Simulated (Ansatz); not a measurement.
Starting structure, 1 H a cell, anchor, over a top H site (Si, Fd-3m (No. 227), (1 0 0) face):

```
CELL_PARAMETERS angstrom
7.66719 0.00000 0.00000
0.00000 7.66719 0.00000
0.00000 0.00000 27.66270
ATOMIC_POSITIONS crystal
Si 0.40651 0.25000 0.34357
Si 0.40651 0.75000 0.34357
Si 0.09349 0.25000 0.34357
Si 0.09349 0.75000 0.34357
Si 0.50000 0.50000 0.39256
Si 0.50000 0.00000 0.39256
Si 0.00000 0.50000 0.39256
Si 0.00000 0.00000 0.39256
Si 0.75000 0.50000 0.44156
Si 0.75000 0.00000 0.44156
Si 0.25000 0.50000 0.44156
Si 0.25000 0.00000 0.44156
Si 0.75000 0.75000 0.48808
Si 0.75000 0.25000 0.48808
Si 0.25000 0.75000 0.49293
Si 0.25000 0.25000 0.49293
Si 0.99094 0.75000 0.53992
Si 0.99094 0.25000 0.53992
Si 0.50906 0.75000 0.53992
Si 0.50906 0.25000 0.53992
Si 0.90743 0.00000 0.58349
Si 0.90743 0.50000 0.58349
Si 0.59257 0.00000 0.58349
Si 0.59257 0.50000 0.58349
H 0.97592 0.00000 0.63439
H 0.97592 0.50000 0.63439
H 0.52408 0.00000 0.63439
H 0.52408 0.50000 0.63439
F 0.48192 0.25000 0.28902
F 0.48192 0.75000 0.28902
F 0.01808 0.25000 0.28902
F 0.01808 0.75000 0.28902
H 0.52408 0.50000 0.70922
```

The calculation used Ansatz, DFT PBE+D3(BJ), scalar-relativistic, plane waves, PAW. Cutoff 420 eV; k points 2×2×1 on the computed 33-atom cell (Γ-centred); Gaussian smearing, width 0.05 eV; collinear spin. The cell repeats along c with a dipole correction in the vacuum.

Atoms 1, 2, 3, 4, 5, 6, 7, 8, 9, 10, 11, 12 (counted from 1) are held. The cell is fixed. Force threshold 0.04 eV/Å.

Question: Where does it end?

Answer: The energy falls by 0.001 eV in 3 steps, to:

```xyz
33
Lattice="7.6672 0.0000 0.0000 0.0000 7.6672 0.0000 0.0000 0.0000 27.6627" Properties=species:S:1:pos:R:3 pbc="T T T"
Si    3.1168    1.9168    9.5040
Si    3.1168    5.7504    9.5040
Si    0.7168    1.9168    9.5040
Si    0.7168    5.7504    9.5040
Si    3.8336    3.8336   10.8594
Si    3.8336    0.0000   10.8594
Si    0.0000    3.8336   10.8594
Si    0.0000    0.0000   10.8594
Si    5.7504    3.8336   12.2148
Si    5.7504    0.0000   12.2148
Si    1.9168    3.8336   12.2148
Si    1.9168    0.0000   12.2148
Si    5.7507    5.7504   13.5017
Si    5.7507    1.9168   13.5017
Si    1.9165    5.7504   13.6355
Si    1.9165    1.9167   13.6355
Si   -0.0691    5.7506   14.9360
Si   -0.0691    1.9166   14.9360
Si    3.9026    5.7512   14.9350
Si    3.9026    1.9160   14.9350
Si    6.9573    0.0000   16.1415
Si    6.9580    3.8336   16.1412
Si    4.5435    0.0000   16.1415
Si    4.5446    3.8336   16.1375
H     7.4824    0.0000   17.5493
H     7.4819    3.8336   17.5495
H     4.0182    0.0000   17.5493
H     4.0238    3.8336   17.5507
F     3.7059    1.9168    7.9993
F     3.7059    5.7504    7.9993
F     0.1277    1.9169    7.9993
F     0.1277    5.7503    7.9993
H     4.0137    3.8336   19.6220
```

The end is the local minimum or symmetric point that this start leads to. The slab is only 6.8 Å thick, so the energy isn't converged with thickness.

Cost: 1 run of about 6.7 core-minutes, on Arm Neoverse V2 (shared hosts).